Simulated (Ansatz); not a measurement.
In plane-wave PAW PBE+D3(BJ) (Ansatz code), MoS$_{2}$ in the trigonal phase (R3m; Mo on 3a, S on 3a, S on 3a) relaxes to a = 3.153 Å, c = 17.995 Å. Mo has 6 nearest neighbours from 2.40 Å (trigonal prismatic); S on 3a has 3 nearest neighbours from 2.40 Å (trigonal pyramidal); S on 3a has 3 nearest neighbours from 2.40 Å (trigonal pyramidal). Its formation energy from the elements is -0.93 eV/atom, with no fitted shifts.

It is gapped at this level: 0.76 eV (indirect). Gap from PBE+D3(BJ) with spin–orbit coupling: 0.74 eV. Electrons at the band edge weigh 0.50, 0.63, 0.78 mₑ (principal values). The hole mass is 0.59, 0.59, 1.0 mₑ (principal values).

The bulk modulus is 45.3 GPa.

The cell was relaxed with PBE+D3(BJ) under the symmetry of its start. No spin polarisation was allowed. The references are the lowest solids computed at this level, not always the standard phases. Spin–orbit coupling is left out wherever it is not named.

Potentials: the later of the program's two PAW sets.
